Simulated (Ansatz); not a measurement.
Relaxed-ion elastic tensor of Ni (fcc (Cu type), Fm-3m) in GPa (Voigt order), PBEsol in the plane-wave PAW code Ansatz; density 9.38 g/cm³, 10.39 Å³ per atom.

|  | 1 | 2 | 3 | 4 | 5 | 6 |
|---|---|---|---|---|---|---|
| 1 | 318 | 185 | 185 | 0.0 | 0.0 | 0.0 |
| 2 | 185 | 318 | 185 | 0.0 | 0.0 | 0.0 |
| 3 | 185 | 185 | 318 | 0.0 | 0.0 | 0.0 |
| 4 | 0.0 | 0.0 | 0.0 | 151 | 0.0 | 0.0 |
| 5 | 0.0 | 0.0 | 0.0 | 0.0 | 151 | 0.0 |
| 6 | 0.0 | 0.0 | 0.0 | 0.0 | 0.0 | 151 |

Problem. Is the crystal mechanically stable?

Solution. Yes: the smallest eigenvalue of C is 132 GPa.

Problem. Work out the Voigt, Reuss and Hill averages.

Solution. K_V = 230, K_R = 230, K_H = 230; G_V = 117, G_R = 99.7, G_H = 108 GPa.

Problem. Give Young's modulus, Poisson's ratio, Pugh's ratio and the universal anisotropy index.

Solution. E = 9KG/(3K + G) = 281 GPa; ν = 0.30; K/G = 2.12 (ductile by the Pugh limit of 1.75); A_U = 5G_V/G_R + K_V/K_R − 6 = 0.86.

Problem. Estimate the sound speeds and the Debye temperature.

Solution. v_l = √((K + 4G/3)/ρ) = 6310 m/s, v_t = √(G/ρ) = 3400 m/s, mean 3790 m/s; Θ = (h/k)(3n/4πV)^(1/3) v_m = 518 K.

Problem. Give the Zener ratio and Young's modulus along [100], [110] and [111].

Solution. A = 2C44/(C11 − C12) = 2.28; 1/E = S11 − 2(S11 − S12 − S44/2)Γ with Γ = 0, 1/4, 1/3 gives 181, 294, 371 GPa.

Symmetry was held in the PBEsol relaxation. Magnetic state: ferromagnetic, chosen from 3 collinear starts compared on coarse meshes (ties went to the first, and starts can fall back to one state), not a proven ground state. Textbook magnetic order: ferromagnetic. As this level gives no gap, shear constants depend on the k-mesh and smearing (Fermi–Dirac, 0.1 eV here). On the denser mesh and wider smearing of the elastic run this cell carries a stress of 0.3 GPa.

Potentials: the earlier of the program's two PAW sets.
